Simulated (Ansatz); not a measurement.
A trial cell of Hf was relaxed with PBEsol (plane waves to 420 eV, PAW, scalar-relativistic; Ansatz, a quantum-chemistry and plane-wave program).

Before: Cmcm (No. 63), oS4; a = 2.9279 Å, b = 6.0411 Å, c = 5.0763 Å, α = β = γ = 90.00°.

After relaxation:

Simulated powder pattern, Mo Kα, λ = 0.71073 Å (kinematic, ideal powder, no thermal factors, no anomalous dispersion; the 24 strongest lines at most, above 1 %, up to 2θ = 45°):

| 2θ (°) | I/Imax (%) |
|---|---|
| 14.93 | 23 |
| 16.34 | 25 |
| 17.03 | 100 |
| 22.20 | 17 |
| 26.00 | 21 |
| 28.92 | 23 |
| 30.11 | 3.5 |
| 30.87 | 26 |
| 31.25 | 19 |
| 33.03 | 3.5 |
| 34.45 | 4.6 |
| 36.43 | 3.8 |
| 39.28 | 8.9 |
| 40.20 | 2.7 |
| 41.09 | 15 |
| 42.51 | 9.1 |
| 43.67 | 4.1 |
| 44.46 | 5.8 |

Task: Identify the relaxed structure from its pattern: crystal system, space group and cell.

Result: Hexagonal, P6₃/mmc (No. 194), hP2, hcp (Mg type); a = 3.159 Å, b = 3.159 Å, c = 5.000 Å, α = 90.00°, β = 90.00°, γ = 120.00°. Sites: Hf 2c (0.333, 0.667, 0.250).

Task: Index the strongest lines.

Result: 14.93° (1 0 -1 0), 16.34° (0002), 17.03° (1 0 -1 1), 28.92° (1 0 -1 3), 30.87° (1 1 -2 2).

No spin polarisation in the result.

The run could not lose the symmetry of its start.
